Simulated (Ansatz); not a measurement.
Data:

TiSb2:
```xyz
6
Lattice="-3.3180 3.3180 2.8555 3.3180 -3.3180 2.8555 3.3180 3.3180 -2.8555" Properties=species:S:1:pos:R:3 pbc="T T T"
Sb     1.0147     4.3327     0.0000
Sb     2.3032     1.0147     0.0000
Sb     2.3032    -1.0147     2.8555
Sb     1.0147     2.3032     2.8555
Ti     0.0000     0.0000     1.4278
Ti     0.0000     0.0000     4.2833
```

This is the PBEsol-relaxed structure.

Task: All from plane-wave PAW PBEsol (Ansatz code), unless another level is named. Give the electronic character.

Result: metallic (no gap).

Task: Give the formation energy from the elements (no fitted shifts).

Result: -0.47 eV/atom.

Task: Give the density of states at the Fermi level.

Result: 0.20 states/eV per atom (mean over ±0.08 eV).

Task: Give the gap with spin–orbit coupling.

Result: none (metallic).

Space group I4/mcm. The workflow started from an entry of the Crystallography Open Database (COD, 293 K). Its standing as an ambient phase is unchecked. Symmetry was held in the PBEsol relaxation; of distortions, only those at the zone centre were tested. The run is not spin-polarised. The references are the lowest solids computed at this level, not always the standard phases. Spin–orbit coupling is left out wherever it is not named.

Potentials: the later of the program's two PAW sets.
